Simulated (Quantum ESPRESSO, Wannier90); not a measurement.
## TaC (rock salt), plane waves to Wannier functions

```
begin unit_cell_cart
ang
    0.0000000000    2.2339000000    2.2339000000
    2.2339000000    0.0000000000    2.2339000000
    2.2339000000    2.2339000000    0.0000000000
end unit_cell_cart
begin atoms_frac
Ta   0.0000000000  0.0000000000  0.0000000000
C    0.5000000000  0.5000000000  0.5000000000
end atoms_frac
```

Structure: Materials Project mp-1086, symmetrised, not relaxed again. COD (Crystallography Open Database) has an entry of this formula and space group (matched by these alone). Computed values, not measurements, from PBEsol: Quantum ESPRESSO (norm-conserving PseudoDojo potentials, cutoff 66 Ry, no spin polarisation, no spin-orbit coupling) on a Γ-centred 12×12×12 mesh, then Wannier90. Density: 12×12×12 mesh, cold smearing 0.01 Ry. Spin-orbit coupling is left out although heavy elements are present.

Band 5 is isolated and gives one Wannier function a cell (C2 2s 55 %, Ta1 5d 25 %, Ta1 6s 14 %; spread 1.87 Å²). Its on-site energy is ε = -11.933 eV relative to the Fermi level, and its hoppings t(R) = t(−R) to the nearer images are (images within this range that aren't listed have |t| under 5 meV):

| R (lattice vectors; −R alike) | distance (Å) | t (eV) |
|---|---|---|
| 0 0 1 | 3.16 | -0.166 |
| 0 1 -1 | 3.16 | -0.166 |
| 0 1 0 | 3.16 | -0.166 |
| 1 -1 0 | 3.16 | -0.166 |
| 1 0 -1 | 3.16 | -0.166 |
| 1 0 0 | 3.16 | -0.166 |
| 1 -1 -1 | 4.47 | -0.219 |
| 1 -1 1 | 4.47 | -0.219 |
| 1 1 -1 | 4.47 | -0.219 |
| 0 1 -2 | 5.47 | 0.011 |
| 0 1 1 | 5.47 | 0.011 |
| 0 2 -1 | 5.47 | 0.011 |
| 1 -2 0 | 5.47 | 0.011 |
| 1 -2 1 | 5.47 | 0.011 |
| 1 0 -2 | 5.47 | 0.011 |
| 1 0 1 | 5.47 | 0.011 |
| 1 1 -2 | 5.47 | 0.011 |
| 1 1 0 | 5.47 | 0.011 |
| 2 -1 -1 | 5.47 | 0.011 |
| 2 -1 0 | 5.47 | 0.011 |
| 2 0 -1 | 5.47 | 0.011 |

Q: Work out the band energy at Γ, X, U, K from these numbers.

A: For one orbital E(k) = ε + Σ_R 2 t(R) cos(2π k·R), the sum over the listed R.
- Γ, k = (0.000, 0.000, 0.000): E = -11.933 + (-0.166)·(12.00) + (-0.219)·(6.00) + (0.011)·(24.00) = -14.97 eV; pw.x: -14.70 eV
- X, k = (0.500, 0.000, 0.500): E = -11.933 + (-0.166)·(-4.00) + (-0.219)·(6.00) + (0.011)·(-8.00) = -12.67 eV; pw.x: -12.59 eV
- U, k = (0.625, 0.250, 0.625): E = -11.933 + (-0.166)·(-3.66) + (-0.219)·(2.00) + (0.011)·(4.00) = -11.72 eV; pw.x: -11.81 eV
- K, k = (0.375, 0.375, 0.750): E = -11.933 + (-0.166)·(-3.66) + (-0.219)·(2.00) + (0.011)·(4.00) = -11.72 eV; pw.x: -11.81 eV

At these points the listed shells miss the plane-wave band by up to 0.28 eV, of a width of 4.43 eV on the path. With all its hoppings the model misses the band by 14 meV at worst on the whole path, so most of the miss comes from the hoppings not listed.
